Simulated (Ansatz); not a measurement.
An Ansatz (a first-principles code) input:

Ansatz 0.2 input:
```yaml
crystal:
  lattice:
    - [4.3218643098, 0.0, 0.0]
    - [-2.1609321549, 3.742844284, 0.0]
    - [0.0, 0.0, 5.4265750976]
  atoms:
    - { symbol: La, position: [0.3333333333, 0.6666666667, 0.25] }
    - { symbol: La, position: [0.6666666667, 0.3333333333, 0.75] }
    - { symbol: F, position: [0.3333333333, 0.6666666667, 0.75] }
    - { symbol: F, position: [0.6666666667, 0.3333333333, 0.25] }
kpoints:
  mp_grid: { grid: [8, 8, 6] }
  band_path:
    path:
      - [[0.0, 0.0, 0.0], [0.5, 0.0, 0.0], [0.3333333333, 0.3333333333, 0.0], [0.0, 0.0, 0.0], [0.0, 0.0, 0.5], [0.5, 0.0, 0.5], [0.3333333333, 0.3333333333, 0.5], [0.0, 0.0, 0.5]]  # Γ-M-K-Γ-A-L-H-A
      - [[0.5, 0.0, 0.5], [0.5, 0.0, 0.0]]  # L-M
      - [[0.3333333333, 0.3333333333, 0.5], [0.3333333333, 0.3333333333, 0.0]]  # H-K
    npoints: 8
hamiltonian:
  xc: r2scan
  pseudopotentials: { kind: paw }
magnetization: { noncollinear: true, spin_orbit: true }
scf:
  n_extra_bands: 12
  convergence: { dr2_threshold: 0.0000000001 }
  occupations: { method: gaussian, width: 0.05 }
output: { eigenvalues: true }
```

How many symmetry operations and irreducible k-points will the run report?

24 operations, 40 of 384 k-points.

With a cutoff of 500 eV, how many plane waves at Γ?

2209.

It took very roughly 4 core-minutes on shared server cores.

Space group P6_3/mmc. The first step of the workflow began from a Materials Project structure, measured or hypothetical; the Crystallography Open Database copy checked does not list it. Whether it is the stable phase at ambient conditions was not checked. Symmetry was held in the r²SCAN relaxation; whether a distortion lowers the energy is not shown.

Potentials: the later of the program's two PAW sets.

Ansatz is a plane-wave DFT program.
